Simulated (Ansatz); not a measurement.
One crystal and one scan (scan of one atom of the cell) at two levels, r2SCAN (plane waves to 500 eV, PAW, scalar-relativistic; Ansatz, a quantum-chemistry and plane-wave program) and PBE (plane waves to 420 eV, PAW, scalar-relativistic; Ansatz), each from its own relaxed cell and on its own mesh. The cell shown is that of r2SCAN.

Relaxed ZnSe (zinc blende):

```
CELL_PARAMETERS angstrom
      0.00000     2.83273     2.83273
      2.83273     0.00000     2.83273
      2.83273     2.83273     0.00000
ATOMIC_POSITIONS crystal
  Se 0.75000 0.75000 0.75000
  Zn 0.00000 0.00000 0.00000
```

Scan: atom 2 (Zn, nearest neighbour Se at 2.453 Å; its periodic images, 4.0 Å or more away, move with it) is displaced along Cartesian x, direction (1.000, 0.000, 0.000) in Cartesian axes, by s. The other atoms stay.

Energies are smeared free energies. ZnSe was relaxed with its symmetry unable to fall. Percentages come from the unrounded values. Both scans cover s from -0.740 to 0.740 Å.

Results of r2SCAN:

- Lattice constant a (Å) = 5.665
- Energy at s = 0.740 Å (meV/cell) = 1284
- Force along the line at s = -0.740 Å (eV/Å) = 2.876
- Force constant k = d²E/ds² at s = 0 (finite differences) (eV/Å²) = 5.49
- Zone-centre optical wavenumber from k (transverse: no LO-TO term) (cm⁻¹) = 204
- Symmetry of the curve = even: the same for both signs
- Shape of the curve = a single well with its minimum at or next to zero displacement

Q: What does PBE give for the same quantities?

A: 
```csv
quantity,PBE,r2SCAN − PBE
Lattice constant a (Å),5.733,-0.068 (-1.2 %)
Energy at s = 0.740 Å (meV/cell),1173,+111 (+9.5 %)
Force along the line at s = -0.740 Å (eV/Å),2.668,+0.208 (+7.8 %)
Force constant k = d²E/ds² at s = 0 (finite differences) (eV/Å²),4.98,+0.51 (+10 %)
Zone-centre optical wavenumber from k (transverse: no LO-TO term) (cm⁻¹),194,+10 (+5 %)
```

r2SCAN gives the higher value for: energy at s = 0.740 Å; force along the line at s = -0.740 Å; force constant k = d²E/ds² at s = 0; zone-centre optical wavenumber from k. r2SCAN gives the lower value for: lattice constant a. Both give the same symmetry of the curve: even: the same for both signs.

(A displaced cell: forces are minus the slopes of the energy, force constants its curvatures, and phonons follow from these.)
